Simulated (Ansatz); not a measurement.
## TiC: single point with Ansatz

System: TiC (rock salt type, first atom moved by 0.06 Å along [111]), 2 atoms in the cell.

Ansatz input (lattice in Å, positions in fractions of it; a bare `kind: paw` takes the build's default datasets)
```yaml
crystal:
  lattice:
    - [0.0, 2.165, 2.165]
    - [2.165, 0.0, 2.165]
    - [2.165, 2.165, 0.0]
  atoms:
    - { symbol: Ti, position: [0.0080002347, 0.0080002347, 0.0080002347] }
    - { symbol: C, position: [0.5, 0.5, 0.5] }
kpoints:
  mp_grid: { grid: [4, 4, 4] }
hamiltonian:
  xc: hse06
  pseudopotentials: { kind: paw }
scf:
  occupations: { method: fermi_dirac, width: 0.1 }
output:
  forces: true
  stress: true
  eigenvalues: true
basis:
  ecutwfc: 280
```

Method: HSE06, plane waves, PAW datasets (generated soft set 1) in Ansatz.

Results

```json
{
  "Pressure": "-3.27 GPa",
  "Largest force": "0.054 eV/Å on Ti1 and C2",
  "Smearing term TS": "11.2 meV/atom",
  "Valence electrons": "16",
  "Irreducible k-points": "13",
  "CPU time": "about 16 core-seconds on a shared host"
}
```

| atom | Fx (eV/Å) | Fy (eV/Å) | Fz (eV/Å) |
| --- | --- | --- | --- |
| Ti1 | -0.031 | -0.031 | -0.031 |
| C2 | 0.031 | 0.031 | 0.031 |

Stress tensor in GPa, compression positive:
```
-3.27 -1.57 -1.57
-1.57 -3.27 -1.57
-1.57 -1.57 -3.27
```

The stress includes the program's correction for the finite plane-wave basis, here a large one of 15.9 GPa.

The k-mesh is coarse, so these values belong to this mesh and can lie far from the converged ones. The cutoff lies below the one recommended for these datasets.
